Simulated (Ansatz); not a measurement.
One crystal and one scan (energy against volume) at two levels, PBE-D3(BJ) (plane waves to 420 eV, PAW, scalar-relativistic; Ansatz, a first-principles code) and PBEsol-D3(BJ) (plane waves to 420 eV, PAW, scalar-relativistic; Ansatz), each from its own relaxed cell and on its own mesh. The cell shown is that of PBE-D3(BJ).

SnS (GeS type, space group Pnma)

```
CELL_PARAMETERS angstrom
     11.15496     0.00000     0.00000
      0.00000     3.99977     0.00000
      0.00000     0.00000     4.26144
ATOMIC_POSITIONS crystal
  Sn 0.61841 0.75000 0.61182
  Sn 0.88159 0.25000 0.11182
  Sn 0.38159 0.25000 0.38818
  Sn 0.11841 0.75000 0.88818
  S  0.35287 0.75000 0.97527
  S  0.14713 0.25000 0.47527
  S  0.64713 0.25000 0.02473
  S  0.85287 0.75000 0.52473
```

This relaxed cell (volume V₀) is scaled evenly in all directions, its shape held. The atoms relax within the cell's symmetry.

E stands for the smeared free energy. SnS was relaxed with its symmetry unable to fall. With the shape held, the modulus is that of even scaling; a crystal free to change shape is softer. Percentages come from the unrounded values. Both scans cover V/V₀ from 0.900 to 1.100.

Results of PBE-D3(BJ):

| Item | Result |
|---|---|
| Lattice constant a (Å) | 11.15 |
| Lattice constant b (Å) | 4.000 |
| Lattice constant c (Å) | 4.261 |
| Relaxed volume (Å³/atom) | 23.77 |
| Pressure at the smallest volume (GPa) | 5.58 |
| Energy cost of the largest compression (meV/atom) | 36.9 |
| Energy cost of the largest expansion (meV/atom) | 21.3 |
| Bulk modulus at fixed cell shape B₀ (third-order Birch-Murnaghan fit) (GPa) | 37.4 |
| Pressure derivative B₀′ (fit) | 7.2 |
| Pressure for 5 % compression (fit) (GPa) | 2.3 |

Task: What does PBEsol-D3(BJ) give for the same quantities?

Result: 
```
quantity                                                                     PBEsol-D3(BJ)  PBE-D3(BJ) − PBEsol-D3(BJ)
---------------------------------------------------------------------------  -------------  --------------------------
Lattice constant a (Å)                                                               10.91              +0.24 (+2.2 %)
Lattice constant b (Å)                                                               3.953             +0.047 (+1.2 %)
Lattice constant c (Å)                                                               4.112             +0.149 (+3.6 %)
Relaxed volume (Å³/atom)                                                             22.17              +1.60 (+7.2 %)
Pressure at the smallest volume (GPa)                                                 6.84               -1.26 (-19 %)
Energy cost of the largest compression (meV/atom)                                     43.1                -6.2 (-14 %)
Energy cost of the largest expansion (meV/atom)                                       28.1                -6.8 (-24 %)
Bulk modulus at fixed cell shape B₀ (third-order Birch-Murnaghan fit) (GPa)           49.8               -12.4 (-25 %)
Pressure derivative B₀′ (fit)                                                          5.2                +2.0 (+38 %)
Pressure for 5 % compression (fit) (GPa)                                               2.9                -0.6 (-21 %)
```

PBE-D3(BJ) gives the higher value for: lattice constant a; lattice constant b; lattice constant c; relaxed volume; pressure derivative B₀′. PBE-D3(BJ) gives the lower value for: pressure at the smallest volume; energy cost of the largest compression; energy cost of the largest expansion; bulk modulus at fixed cell shape B₀; pressure for 5 % compression.

(Under strain, the slope of the energy per volume gives the stress and its curvature an elastic modulus.)
